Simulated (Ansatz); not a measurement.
NaCl (CsCl type, Pm-3m), DFT-PBEsol in the program Ansatz with PAW potentials. The conduction-band minimum lies at Γ, with 1 equivalent valley. Second derivatives d²E/dk² of the lowest band at one valley (eV·Å²), along Cartesian directions:

| direction | d²E/dk² |
|---|---|
| [100] | 21.29 |
| [010] | 21.29 |
| [001] | 21.29 |
| [110] | 21.29 |
| [101] | 21.29 |
| [011] | 21.29 |

**Question.** Find the principal effective masses, the density-of-states mass and the conductivity mass.

**Answer.** Off-diagonal terms follow from H_xy = H[110] − (H_xx + H_yy)/2, and m*/mₑ = 7.620 eV·Å² over each eigenvalue: 0.36, 0.36, 0.36. One valley's DOS mass (m₁m₂m₃)^(1/3) = 0.36, conductivity mass 3/(Σ 1/mᵢ) = 0.36 mₑ.

**Question.** What effective density of states Nc follows at 300 K for parabolic valleys?

**Answer.** Nc = 2.509e19 × 1 × (0.36)^(3/2) ≈ 5.4e18 cm⁻³.

**Question.** With the computed static dielectric constant 15.3 (mean of the diagonal), estimate a hydrogenic donor's binding energy and radius.

**Answer.** E = 13.606 eV × 0.36/15.3² ≈ 21 meV; a = 0.529 Å × ε/m* ≈ 22 Å. Semilocal masses tend to be too small where the gap is.

**Question.** With ε∞ = 2.79 and ω_LO = 229 cm⁻¹, what Fröhlich coupling constant follows?

**Answer.** α = (1/ε∞ − 1/ε0) √(m* × 13.606 eV/ħω_LO) = 3.9.

This is a known high-pressure phase of the composition, computed here at zero pressure and temperature. Symmetry was held in the PBEsol relaxation. At this level the phase is dynamically unstable (imaginary phonons).

Potentials: the earlier of the program's two PAW sets.
